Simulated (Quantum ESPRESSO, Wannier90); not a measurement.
# Tight-binding from DFT: ZrIr3 (Cu3Au type)

```xyz
4
Lattice="3.9597 0.0000 0.0000 0.0000 3.9597 0.0000 0.0000 0.0000 3.9597" Properties=species:S:1:pos:R:3 pbc="T T T"
Zr     0.0000     0.0000     0.0000
Ir     1.9798     1.9798     0.0000
Ir     0.0000     1.9798     1.9798
Ir     1.9798     0.0000     1.9798
```

Structure: Materials Project mp-1438, symmetrised, not relaxed again. COD (Crystallography Open Database) has an entry of this formula and space group (matched by these alone). Method: LDA plane waves in Quantum ESPRESSO 7.5 (PseudoDojo norm-conserving files, 56 Ry, no spin polarisation, no spin-orbit coupling), Bloch states on a 4×4×4 mesh through Γ, Wannier90 4.0.1. Density: 10×10×10 mesh, cold smearing 0.01 Ry. Spin-orbit coupling is left out although heavy elements are present.

A tight-binding model is made by disentanglement and projection with no localisation steps (num_iter = 0), so the 36 orbitals stay atom-like: hydrogen-like Zr: s;p;d; Ir: s;p;d, axes along x, y, z; frozen window up to 1.50 eV relative to the Fermi level. It follows pw.x to 25 meV rms for states up to 1.0 eV relative to the Fermi level. Matrix elements depend on this choice of orbitals and windows.

Problem. Which pairs of orbitals on different sites are coupled most strongly? Give distance, modulus and how many such pairs a cell has.

Solution. 
```csv
orbital,orbital,distance of the centres (Å),modulus (eV),pairs
Ir px,Ir pz,2.80,1.91,4
Ir py,Ir pz,2.80,1.91,4
Ir px,Ir py,2.80,1.91,4
Ir px,Ir pz,2.80,1.85,4
Ir px,Ir py,2.80,1.85,4
Ir py,Ir pz,2.80,1.85,4
Ir py,Zr px,2.80,1.60,4
Ir py,Zr pz,2.80,1.60,4
Ir pz,Zr px,2.80,1.60,4
Ir px,Zr pz,2.80,1.60,4
Ir pz,Zr py,2.80,1.60,4
Ir px,Zr py,2.80,1.60,4
Ir pz,Ir s,2.80,1.41,16
Ir px,Ir s,2.80,1.41,16
Ir py,Ir s,2.80,1.41,16
Ir py,Zr s,2.80,1.33,8
Ir px,Zr s,2.80,1.33,8
Ir pz,Zr s,2.80,1.33,8
Ir pz,Zr dyz,2.80,1.33,4
Ir px,Zr dxy,2.80,1.33,4
Ir pz,Zr dxz,2.80,1.33,4
Ir px,Zr dxz,2.80,1.33,4
Ir py,Zr dyz,2.80,1.32,4
Ir py,Zr dxy,2.80,1.32,4
Ir px,Ir px,2.80,1.27,8
Ir pz,Ir pz,2.80,1.27,8
Ir py,Ir py,2.80,1.27,8
Ir s,Zr dxy,2.80,1.17,4
Ir s,Zr dyz,2.80,1.17,4
Ir s,Zr dxz,2.80,1.17,4
```
